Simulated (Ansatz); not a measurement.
ReS₂:
```
CELL_PARAMETERS angstrom
      1.54842     0.89398     6.04424
     -1.54842     0.89398     6.04424
      0.00000    -1.78797     6.04424
ATOMIC_POSITIONS crystal
  Re 0.00025 0.00025 0.00025
  S  0.75501 0.75501 0.75501
  S  0.57804 0.57804 0.57804
```

Relaxed with PBE+D3(BJ). Special points in fractions of this cell's reciprocal vectors: Γ (0.000, 0.000, 0.000); T (0.500, 0.500, 0.500); H2 (0.819, 0.181, 0.500); H0 (0.500, -0.181, 0.181); L (0.500, 0.000, 0.000); S0 (0.341, -0.341, 0.000); S2 (0.659, 0.000, 0.341); F (0.500, 0.000, 0.500).

**Question.** List the band energies nearest the Fermi level at these points for PBE+D3(BJ) (plane waves, PAW; program Ansatz).

**Answer.** In eV from the Fermi level; about four levels below and three above (degenerate sets whole), none deeper than 8.9 eV; points with the same levels are listed once.

```
k                           below                above
--  -----------------------------  -------------------
Γ         -3.62 -3.62 -3.26 -2.63  0.75 0.75 1.08 1.08
T   -4.84 -4.84 -3.59 -3.59 -1.80  0.86 0.86 0.93 0.93
H2        -5.47 -4.47 -2.35 -0.41       0.57 1.58 2.99
L         -5.47 -3.99 -3.31 -2.79       0.32 0.59 1.97
S0        -5.37 -4.54 -2.34 -0.44       0.58 1.53 3.04
F         -5.37 -4.72 -3.08 -3.04       0.26 0.79 1.56
```

Space group R3m. A made-up cell: these elements were put on the sites of a structure type; neither database checked (COD, Materials Project) lists it. Its standing as an ambient phase is unchecked. Symmetry was held in the PBE+D3(BJ) relaxation; whether a distortion lowers the energy is not shown. The run is not spin-polarised. With an odd number of electrons in the cell and no spin polarisation, the count alone makes it a metal. Scalar-relativistic: spin–orbit coupling is off unless named, which matters more the heavier the elements.

Potentials: the earlier of the program's two PAW sets.
